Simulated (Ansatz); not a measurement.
Q: Free-standing sheets of C2Si, buckled pentagonal (penta-graphene)-type layer and WP4Si2, MA2Z4 (prismatic core, outer Z over the empty site)-type layer are relaxed with PBE in the plane-wave PAW code Ansatz. Aligned at the vacuum level, what band offsets and what type of junction result?

A: C2Si: VBM -5.28, CBM -3.90 eV; WP4Si2: VBM -5.06, CBM -4.54 eV. Valence offset 0.23 eV (WP4Si2 higher), conduction offset 0.64 eV (WP4Si2 lower): type I (straddling).

Natural alignment of Kohn–Sham levels: no interface dipole, strain or quasiparticle shift.

All cells were relaxed under the symmetry of their starts (and spin orders); stability against distortions was not tested throughout. Rows with no word on spin ran without spin polarisation. Spin–orbit coupling is left out wherever it is not named. Constructed layers (a layer type filled with these elements): C2Si, buckled pentagonal (penta-graphene)-type layer; WP4Si2, MA2Z4 (prismatic core, outer Z over the empty site)-type layer.

Potentials: the later of the program's two PAW sets.

Edges and masses are those of Kohn–Sham bands, whose gap is no quasiparticle gap.
